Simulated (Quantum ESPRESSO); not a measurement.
# Kohn-Sham bands of Sr$_{2}$H$_{6}$Os (Fm-3m)

```
CELL_PARAMETERS angstrom
      0.00000     3.81228     3.81228
      3.81228     0.00000     3.81228
      3.81228     3.81228     0.00000
ATOMIC_POSITIONS crystal
  Sr 0.75000 0.75000 0.75000
  Sr 0.25000 0.25000 0.25000
  H  0.77385 0.77385 0.22615
  H  0.22615 0.22615 0.77385
  H  0.22615 0.77385 0.77385
  H  0.77385 0.22615 0.22615
  H  0.77385 0.22615 0.77385
  H  0.22615 0.77385 0.22615
  Os 0.00000 0.00000 0.00000
```

Structure: Materials Project mp-1078677, symmetrised, not relaxed again. Not found in the COD (Crystallography Open Database) copy used; not checked further. Level: PBEsol, no spin polarisation, no spin-orbit coupling; pw.x of Quantum ESPRESSO at 60 Ry with PseudoDojo potentials, 4×4×4 k-points, Wannier90. Density: 8×8×8 mesh, cold smearing 0.01 Ry. Spin-orbit coupling is left out although heavy elements are present.

**Question.** List the Kohn-Sham levels between −8 and 5.3 eV relative to the valence-band maximum at the high-symmetry points, as a band run of pw.x on that density gives them (levels within 2 meV counted together).

**Answer.** 
```tsv
point	k (reciprocal lattice)	levels (eV)
Γ	0.000 0.000 0.000	-6.71, -4.08 (×2), -2.39 (×3), 0.00 (×3), 3.88, 4.02 (×2)
X	0.500 0.000 0.500	-5.29, -4.53, -3.77, -3.12, -1.69 (×2), -0.71, -0.06 (×2), 2.32, 3.33, 4.41, 4.73 (×2)
U	0.625 0.250 0.625	-5.31, -4.41, -3.91, -2.82, -2.33, -1.59, -0.39, -0.10, -0.09, 2.59, 3.76, 4.25, 4.34
K	0.375 0.375 0.750	-5.31, -4.41, -3.91, -2.82, -2.33, -1.59, -0.39, -0.10, -0.09, 2.59, 3.76, 4.25, 4.34
L	0.500 0.500 0.500	-5.63, -4.09 (×2), -3.39, -1.66 (×2), -0.39, -0.10 (×2), 3.91, 4.09 (×2), 4.81 (×2), 5.30
W	0.500 0.250 0.750	-5.28, -4.40, -3.94, -2.54 (×2), -1.74, -0.23 (×2), -0.05, 2.65, 3.95 (×2), 4.33
```
